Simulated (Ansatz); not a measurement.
A geometry of Ir away from equilibrium: step 3 of the relaxation of a relaxed Ir cell displaced along its unstable phonon at q = (½, ½, 0) of its primitive reciprocal cell (43i cm⁻¹), largest move 0.15 Å. These are PBE (plane waves to 420 eV, PAW, scalar-relativistic; Ansatz, a program for electronic structure) values and carry that method's errors. Γ-centred k-mesh 13×13×13 on the run's cell (coarser than for final values), Fermi–Dirac smearing 0.05 eV.

```xyz
4
Lattice="-4.8529 4.8529 2.7317 0.0000 0.0000 2.7317 2.4390 2.4390 -1.3658" Properties=species:S:1:pos:R:3 pbc="T T T"
Ir     0.0063     2.4327     0.3115
Ir    -2.4202     4.8592     2.4201
Ir    -0.1366    -0.1366     0.0000
Ir    -2.2898     2.5631     1.3658
```

Task: Which atoms carry the largest force, and which way does it point?

Result: 0.38 eV/Å, on Ir3, Ir4 (atoms numbered as listed); on Ir4 its components are (0.27, 0.27, 0.00).

Task: What is the pressure?

Result: -2.2 GPa, compression positive.

No spin polarisation in the result.

The run could not lose the symmetry of its start, so the end can be a saddle point.

The end of the path is a generated cell of Ir: the first start was made by placing the elements on the sites of a structure type, and the end was not matched to a known phase here, so it may be hypothetical. Known forms of Ir include space group No. 225.
